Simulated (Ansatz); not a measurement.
**BAs (zinc blende): frozen-phonon scan**

Relaxed BAs (zinc blende):

```yaml
crystal:
  lattice:
    - [0.00000, 4.80936, 4.80936]
    - [2.40468, 2.40468, 4.80936]
    - [2.40468, 2.40468, 0.00000]
  atoms:
    - { symbol: As, position: [0.00000, 0.75000, 0.75000] }
    - { symbol: As, position: [0.50000, 0.75000, 0.75000] }
    - { symbol: B, position: [0.00000, 0.00000, 0.00000] }
    - { symbol: B, position: [0.50000, 0.00000, 0.00000] }
```

A phonon eigenvector at X = (0.5, 0.5, 0.0) is frozen into this cell: atom i moves by Q times the vector below, so Q is the largest atomic displacement, in Å. The cell is held. (q is in reciprocal vectors of the primitive cell; the cell shown is doubled to hold the pattern.)

```tsv
atom	x	y	z
B3	0.000	0.000	1.000
B4	0.000	0.000	-1.000
```

Atoms not listed stay in place.

The numbers are results of PBE (plane waves to 420 eV, PAW, scalar-relativistic; Ansatz, a program for electronic structure), not measurements. k mesh 12×12×12 (Γ-centred), Fermi-Dirac smearing 0.05 eV. E stands for the smeared free energy. Stress and pressure are positive under compression. BAs was relaxed with its symmetry unable to fall. The PAW data are Ansatz's earlier set. ΔE is measured from the undisplaced structure.

```csv
Q (Å),ΔE (meV/cell),P (GPa),−dE/dQ from forces (eV/Å)
-0.180,645,2.73,7.073
-0.150,450,1.91,5.946
-0.120,289,1.22,4.788
-0.090,163,0.69,3.609
-0.060,73,0.31,2.414
-0.030,18,0.07,1.210
0.000,0,0.00,0.000
0.030,18,0.07,-1.210
0.060,73,0.31,-2.414
0.090,163,0.69,-3.609
0.120,289,1.22,-4.788
0.150,450,1.91,-5.946
0.180,645,2.73,-7.073
```

What the scan shows:

- Energy at Q = 0.180 Å: 645 meV/cell
- Space group of the distorted cell: P-4m2 (No. 115), lowered from F-43m
- Symmetry of the curve: even: the same for both signs
- Shape of the curve: a single well with its minimum at or next to zero displacement
- Harmonic wavenumber from the curvature (finite differences): 712 cm⁻¹
- Wavenumber by perturbation theory (DFPT, on another k mesh): 712 cm⁻¹

(A displaced cell: forces are minus the slopes of the energy, force constants its curvatures, and phonons follow from these.)
